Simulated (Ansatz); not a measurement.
# Ta$_{4}$O: generalised stacking fault

The calculation used Ansatz, DFT PBE, scalar-relativistic, plane waves, PAW. Cutoff 420 eV, Γ-centred 14×14×4 k-points, Gaussian smearing of 0.15 eV. Spin–orbit coupling is left out, which can shift energies with elements as heavy as these. No spin polarisation. Energies are free energies at this smearing, counted from the undisturbed cell; pressure is positive in compression.

The undisturbed cell (relaxed at this level; with this scan's settings it stands at 0.1 GPa; it needn't be the usual structure):

```
Ta O
1.0
    -3.25471    0.00000    0.00000
     0.00000   -3.25471    0.00000
     0.00000    0.00000   14.79077
Ta O
8 2
Direct
  0.00000 0.00000 0.07075
  0.00000 0.00000 0.57075
  0.50000 0.50000 0.21221
  0.50000 0.50000 0.71221
  0.50000 0.50000 0.92929
  0.50000 0.50000 0.42929
  0.00000 0.00000 0.82075
  0.00000 0.00000 0.32075
  0.50000 0.50000 0.07075
  0.50000 0.50000 0.57075
```

The cut lies on the cell's a–b face, a (0 0 1) plane (indices in the standard cell, whose axes needn't be the Cartesian ones shown) of area 10.59 Å², between layers 2.09 Å apart. Vector c is tilted by f times 1·a + 0·b (length 3.255 Å) with the atoms' Cartesian places fixed: one unrelaxed fault a cell. The cell is metallic on the mesh throughout.

```csv
f,γ (mJ/m²),"shear traction, the slope of γ along the slip (GPa)"
0.0000,0,0.0
0.1000,?,?
0.2000,680,21.6
0.4000,2465,23.6
```

By symmetry 0.6000 repeats 0.4000, 0.8000 repeats 0.2000 in energy, with the opposite slope along the path.

(1) Give the withheld values.

Answers

(1) γ (mJ/m²) at f = 0.1000: 163; shear traction, the slope of γ along the slip (GPa) at f = 0.1000: 10.2.

Cost: 4 runs of about 14 core-minutes in all, on Arm Neoverse V2 (shared hosts).